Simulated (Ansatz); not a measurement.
**Is this Si2SnB3 structure a true minimum?**

The structure comes from a generated guess, relaxed at this level; another structure or a mixture of phases may lie lower.

These are results of DFT PBE, scalar-relativistic, plane waves, PAW in Ansatz, not measurements. Settings: cutoff 420 eV, Γ-centred mesh 6×6×10 on the computed 6-atom cell, Gaussian smearing of 0.10 eV; no spin polarisation.

The cell below (6 atoms, space group Cmmm (No. 65)) is relaxed within its symmetry.

```xyz
6
Lattice="3.4070 -4.1467 0.0000 3.4070 4.1467 0.0000 0.0000 0.0000 2.9071" Properties=species:S:1:pos:R:3 pbc="T T T"
Si    1.7035   -2.0734    1.4535
Si    1.7035    2.0734    1.4535
Sn    3.4070    0.0000    0.0000
B     3.4070    3.2706    1.4535
B     3.4070   -3.2706    1.4535
B     0.0000    0.0000    0.0000
```

For the test a repeat of it with 12 atoms (edges 5.37, 5.37, 5.81 Å) was strained at random (σ = 1.5 % a component), the atoms were moved at random (σ = 0.15 Å), and all was relaxed again on a coarse 4×4×4 mesh (in the run’s order of axes) with 0.20 eV smearing, with no symmetry imposed.

The cell is a metal run without spin; a magnetic state may lie lower.

Q: Does it come back?

A: It doesn't return. The energy falls by 32 meV/atom on that mesh, the volume changes by 1.6 %, and the end has space group Cmm2 (No. 35) at a loose tolerance. Relaxed again on a 6×6×6 mesh with 0.10 eV smearing, the new structure lies 28 meV/atom below the first (mesh in the axes of the run's cell; the cell below is made exact in the group named). Space group Cmm2 (No. 35), orthorhombic, a = 6.814 Å, b = 8.264 Å, c = 5.921 Å. Si on its first site has 2 B at 2.10 Å, 1 Si at 2.41 Å and 2 Sn at 2.82 Å; Si on its second site is surrounded by 2 B at 2.09 Å, 1 Si at 2.41 Å, 2 B at 2.97 Å and 4 Sn at 3.02–3.09 Å; Sn on its first site has 2 Sn at 2.93–2.99 Å and 4 Si at 3.02 Å; B on a site of symmetry m has 3 B at 1.70–1.79 Å and 2 Si at 2.10 Å; 4 more sites not described.

```xyz
12
Lattice="3.4071 -4.1318 0.0000 3.4071 4.1318 0.0000 0.0000 0.0000 5.9207" Properties=species:S:1:pos:R:3 pbc="T T T"
Si    1.7035   -2.0659    4.0675
Si    1.7035   -2.0659    1.6562
Si    1.7035    2.0659    4.0675
Si    1.7035    2.0659    1.6562
Sn    0.0000    0.0000    0.2554
Sn    0.0000    0.0000    3.1888
B     3.4071    0.8963    4.4564
B     3.4071    0.8776    1.4382
B     3.4071   -0.8963    4.4564
B     3.4071   -0.8776    1.4382
B     3.4071    0.0000    2.9478
B     3.4071    0.0000    5.9003
```
